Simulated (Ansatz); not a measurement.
Relaxed BN (wurtzite):

```
BN
1.0
    5.10906     0.00000     0.00000
   -1.27726     2.21229     0.00000
    0.00000     0.00000     4.22457
B N
4 4
Direct
  0.33333   0.33333   0.99991
  0.83333   0.33333   0.99991
  0.16667   0.66667   0.49991
  0.66667   0.66667   0.49991
  0.33333   0.33333   0.62529
  0.83333   0.33333   0.62529
  0.16667   0.66667   0.12529
  0.66667   0.66667   0.12529
```

A phonon eigenvector at M = (0.5, 0.0, 0.0) is frozen into this cell: atom i moves by Q times the vector below, so Q is the largest atomic displacement, in Å. The cell is held. (q is in reciprocal vectors of the primitive cell; the cell shown is doubled to hold the pattern.)

```json
[
 {"atom": "B1", "x": "-0.443", "y": "-0.256", "z": "-0.859"},
 {"atom": "B2", "x": "0.443", "y": "0.256", "z": "0.859"},
 {"atom": "B3", "x": "-0.443", "y": "-0.256", "z": "0.859"},
 {"atom": "B4", "x": "0.443", "y": "0.256", "z": "-0.859"},
 {"atom": "N5", "x": "-0.087", "y": "-0.050", "z": "-0.781"},
 {"atom": "N6", "x": "0.087", "y": "0.050", "z": "0.781"},
 {"atom": "N7", "x": "-0.087", "y": "-0.050", "z": "0.781"},
 {"atom": "N8", "x": "0.087", "y": "0.050", "z": "-0.781"}
]
```

All values below come from PBE (plane waves to 420 eV, PAW, scalar-relativistic; Ansatz, an electronic-structure program). k mesh 15×15×8 (Γ-centred), Fermi-Dirac smearing 0.05 eV. BN was relaxed with its symmetry unable to fall. 

```
Q (Å)   −dE/dQ from forces (eV/Å)
------  -------------------------
-0.280                     48.729
-0.233                     42.131
-0.187                     34.692
-0.140                     26.594
-0.093                     18.005
-0.047                      9.087
0.000                       0.000
0.047                      -9.087
0.093                     -18.005
0.140                     -26.594
0.187                     -34.692
0.233                     -42.131
0.280                     -48.729
```

Problem. What harmonic wavenumber does the curvature at Q = 0 give?

Solution. 825 cm⁻¹. E″ = 195.31 eV/Å², M = Σ mᵢ|uᵢ|² = 78.0 u, ν̃ = 521.5·√(|E″|/M).

(For displaced atoms, the force is minus the slope of the energy, and its curvature is a force constant, which sets phonon frequencies.)
